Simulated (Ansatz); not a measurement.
**Two-dimensional strain map in TlSn**

These are results of DFT PBEsol, scalar-relativistic, plane waves, PAW in Ansatz, not measurements. Settings: plane waves to 420 eV, k-mesh 14×14×12 (Γ-centred), Gaussian smearing 0.15 eV. Spin–orbit coupling is left out, which can shift energies with elements as heavy as these. No spin polarisation. Energies are free energies at this smearing, counted from the undisturbed cell; pressure is positive in compression.

The undisturbed cell (as given, not relaxed at this level; it stands at -1.7 GPa, and it needn't be the usual structure):

```
Tl Sn
1.0
     3.61473    0.00000    0.00000
     0.00000    3.61473    0.00000
     0.00000    0.00000    4.37500
Tl Sn
1 1
Direct
  0.00000 0.00000 0.00000
  0.50000 0.50000 0.50000
```

The cell is strained by p along both x and y and by q along z, fractional coordinates fixed. Points are written (p, q).

Energy above the undisturbed cell in meV/atom (a dash: not computed):

| p \ q | -0.030 | -0.015 | 0.000 | 0.015 | 0.030 |
| --- | --- | --- | --- | --- | --- |
| -0.030 | 4.0 | -2.8 | -7.3 | -9.9 | ? |
| -0.015 | -3.2 | -6.3 | -7.3 | -6.5 | -4.1 |
| 0.000 | ? | ? | 0.0 | 3.8 | 9.1 |
| 0.015 | 5.1 | 8.7 | 13.7 | 20.2 | 28.0 |
| 0.030 | 18.3 | ? | 32.8 | 41.7 | 51.8 |

Q: Fill in the withheld energies.

A: (-0.030, 0.030): -10.8; (0.000, -0.030): -2.3; (0.000, -0.015): -2.1; (0.030, -0.015): 25.0.